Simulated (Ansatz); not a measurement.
Ti:
Space group P6₃/mmc (No. 194); a = b = 2.865 Å, c = 4.530 Å, α = β = 90.00°, γ = 120.00°

| atom | site | symmetry | x | y | z |
|---|---|---|---|---|---|
| Ti | 2c | -6m2 | 0.3333 | 0.6667 | 0.2500 |

Relaxed at zero pressure with plane-wave PAW LDA (Ansatz code).

Task: The volume is raised by 3 % and shape and atoms relax at that volume. What pressure results, and how do the axes share the change?

Result: -3.6 GPa; a 1.0 %, b 1.0 %, c 0.9 %; the energy rises by 5 meV/atom.

Task: Give the new structure.

Result: 
Space group P6₃/mmc (No. 194); a = b = 2.8943 Å, c = 4.5719 Å, α = β = 90.00°, γ = 120.00°

| atom | site | symmetry | x | y | z |
|---|---|---|---|---|---|
| Ti | 2c | -6m2 | 0.3333 | 0.6667 | 0.2500 |

The phase is kept; no other phase was compared at this pressure.

Space group P6_3/mmc (hcp (Mg type)). The LDA relaxation kept the symmetry of its start; of distortions, only those at the zone centre were tested. The run is not spin-polarised. Axis ratios of metals converge slowly with the k-mesh, so a and c are less sure than the volume.

Potentials: the earlier of the program's two PAW sets.
